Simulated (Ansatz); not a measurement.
Ansatz input

```yaml
crystal:
  lattice:
    - [-1.8298072051, 1.8298072051, 1.8298072051]
    - [1.8298072051, -1.8298072051, 1.8298072051]
    - [1.8298072051, 1.8298072051, -1.8298072051]
  atoms:
    - { symbol: Se, position: [0.0, 0.0, 0.0] }
hamiltonian:
  xc: blyp
  pseudopotentials:
    kind: paw
    azcp:
      Se: "pseudopotentials/Se.paw.azcp"
basis:
  ecutwfc: 420
  fft_grid_basis: typed
kpoints:
  mp_grid: { grid: [14, 14, 14], shift: [0, 0, 0] }
magnetization:
  spin_polarized: false
scf:
  occupations: { method: fermi_dirac, width: 0.1 }
  lower_state_search: "off"
output:
  stress: true
```

Terminal output

```
Engine: ansatz 0.2.0, aarch64-unknown-linux-gnu
Pseudopotentials: kind: paw
Pseudopotential: Se, paw, valence charge 16, recommended cutoff 420 eV (normal) 
Functional definition: BLYP
  parameter beta = 0.0042
  parameter a = 0.04918
  parameter b = 0.132
  parameter c = 0.2533
  parameter d = 0.349
  exchange = b88_x(beta = beta)
  correlation = lyp_c(a = a, b = b, c = c, d = d)
Crystal: 1 atoms, lattice volume = 24.506 Å³
Basis set: ecut = 420 eV, 459 PW (Γ), exchange–correlation on 48×48×48 points (8 copies of the dense FFT grid, shifted against one another)
Bands: 12, of which v1, the nominal top of the filled ones, is band 8 counted from 1 (7 counted from 0)
Symmetry: 48 space group operations
Space group: Im-3m (ITA 229), of the structure as read, at distance tolerance 2.9e-5 Å
k-points: 104 of 2744
Non-local potential: Se, projectors of the file, l = 0: 2, l = 1: 2, l = 2: 3, l = 3: 1
PAW form: soft (Blöchl's): semilocal exchange-correlation on the pseudo side does not see the compensation charge
PAW frozen core: Se, regenerated for the run's functional, and the local potential with it (the file was generated under x = pbe(κ = 0.804, μ = 0.2195149727645171), c = pbe(β = 0.06672455060314922))
PAW one-centre angular grid: Se, 590 points (default); XC on 64 Gauss nodes
Initial density: superposition of atomic densities (neutral atoms: chi_scale 0, normalization atom), corrected by the library's trained network
Initial wavefunctions: pseudopotential atomic-orbital guess
Functional: x = b88, c = lyp
SCF iter   1: F=—  HF=-5479.408273 eV  |F-HF|=—  |Δ(HF+E_count)|=         —  Δρ=8.44e-3  dr2=1.85e-2  ethr=1.77e-3  ⟨swp⟩=5.1  Hψ=7425  notcnv=0
SCF iter   2: F=—  HF=-5479.403810 eV  |F-HF|=—  |Δ(HF+E_count)|=   4.46e-3  Δρ=4.69e-3  dr2=6.63e-3  ethr=1.16e-4  ⟨swp⟩=1.0  Hψ=2080  notcnv=0
SCF iter   3: F=—  HF=-5479.401463 eV  |F-HF|=—  |Δ(HF+E_count)|=   2.35e-3  Δρ=1.16e-3  dr2=4.74e-4  ethr=4.14e-5  ⟨swp⟩=2.8  Hψ=2212  notcnv=0
SCF iter   4: F=—  HF=-5479.401249 eV  |F-HF|=—  |Δ(HF+E_count)|=   2.14e-4  Δρ=5.98e-4  dr2=6.89e-5  ethr=2.96e-6  ⟨swp⟩=2.1  Hψ=2068  notcnv=0
SCF iter   5: F=—  HF=-5479.401266 eV  |F-HF|=—  |Δ(HF+E_count)|=   1.64e-5  Δρ=1.40e-4  dr2=4.61e-6  ethr=4.30e-7  ⟨swp⟩=2.1  Hψ=1626  notcnv=0
SCF iter   6: F=-5479.401264 eV  HF=-5479.401264 eV  |F-HF|=1.20e-7  |Δ(HF+E_count)|=   1.69e-6  Δρ=2.20e-5  dr2=8.86e-8  ethr=6.25e-10  ⟨swp⟩=3.0  Hψ=4961  notcnv=0
SCF 1 converged in 6 iterations: F = -5479.401264 eV  dr2 = 8.86e-8
SCF converged after 6 iterations
Free energy (F): -5479.401264 eV
Harris-Foulkes:  -5479.401264 eV  (|F-HF|=1.20e-7)
Internal energy: -5479.373949 eV  (E = F + TS)
E sigma→0 (E₀):  -5479.387607 eV
Entropy (-TS):   -0.027315 eV (-27.315 meV/atom)
Fermi energy:    8.416714 eV
--- Per-component energies (eV) ---
  E_band       = -380.364503
  E_kinetic    = 115.821794
  E_local      = -2255.598711  (includes V_loc(G=0)·N_el)
  E_nonlocal   = -597.267784
  E_hartree    = 1116.612680
  E_xc         = -101.278821
  E_vxc        = -93.612272  (∫ρ·V_xc dr)
  E_paw        = -1925.034066  (= ΣΔE_a)
  E_vpaw       = 217.063154  (= ΣTr[D̂ρ^β])
  E_aug_tail   = -0.000590  (compensation charges beyond the density's cutoff)
  E_ewald      = -1832.889807
  E_core_change = 0.261355  (= ΣΔE_core)
  E_smearing   = -0.027315  (= −TS)
  E_closure    = 0.000000  (closes the sum)
  Σ components = -5479.401264   (vs F -5479.401264, Δ=0.00e0)
--- Stress (GPa, compression-positive) ---
       -3.348457       0.000000      -0.000000
        0.000000      -3.348457       0.000000
        0.000000       0.000000      -3.348457
  P = ⅓ Tr σ = -3.3485 GPa (-33.485 kbar)
```

Launched by

```sh
ansatz run input.yaml --threads 2 --pin off --max-ram 5120MiB --backend cpu --events-out ev --progress --plain --runs-dir out
```

On 2 threads of Arm Neoverse V2 (shared host) this took about 0.88 s of wall time and 1.6 s of CPU time.
